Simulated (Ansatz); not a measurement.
# K: from a starting cell to a relaxed one

The start is a generated cell, K placed in the fcc structure type. The structure is fully relaxed (lattice and positions, P = 0) with r2SCAN (plane waves to 500 eV, PAW, scalar-relativistic; Ansatz, a quantum-chemistry and plane-wave program). First-step values are on the input's coarse k-mesh.

Ansatz input (later rounds restart from its end on a renewed k-mesh):
Ansatz 0.2 input:
```yaml
crystal:
  lattice:
    - [0, 3.294694, 3.294694]
    - [3.294694, 0, 3.294694]
    - [3.294694, 3.294694, 0]
  atoms:
    - { symbol: K, position: [0, 0, 0] }
basis: { ecutwfc: 500, ecutrho_ratio: 4, xc_grid: 4, fft_grid_basis: typed }
kpoints: { mp_grid: { grid: [9, 9, 9] } }
hamiltonian:
  xc: r2scan
  dispersion: none
  pseudopotentials: { azcp: { folder: ./paw }, kind: paw }
scf: { occupations: { method: fermi_dirac, width: 0.05 } }
relax: { f_tol: 0.01, max_steps: 100, cell: { stress_tol: 0.02 } }
output: { forces: true, stress: true }
```

### Question
How does the volume per atom move from start to end?

### Answer
+7.3 %, from 71.53 to 76.75 Å³/atom.

### Question
Is the relaxed structure metallic? Give its gap.

### Answer
No gap (metallic).

### Question
What does it relax into? Give the structure.

### Answer

Space group Fm-3m (No. 225); a = 6.7459 Å, b = 6.7459 Å, c = 6.7459 Å, α = 90.00°, β = 90.00°, γ = 90.00°

| atom | site | symmetry | x | y | z |
|---|---|---|---|---|---|
| K | 4a | m-3m | 0.0000 | 0.0000 | 0.0000 |
(The calculation used a cell of 1 atom; values per cell refer to that cell.)

The space group stays Fm-3m (No. 225) (the run could not lower it); the end is fcc (Cu type), with 1 atom in the primitive cell. Final values are on a 12×12×12 k-mesh of the relaxed cell. No spin polarisation in the result.

The run could not lose the symmetry of its start.

The relaxed structure has the type that K is known to take under pressure; here it was relaxed at zero pressure, from a generated start.
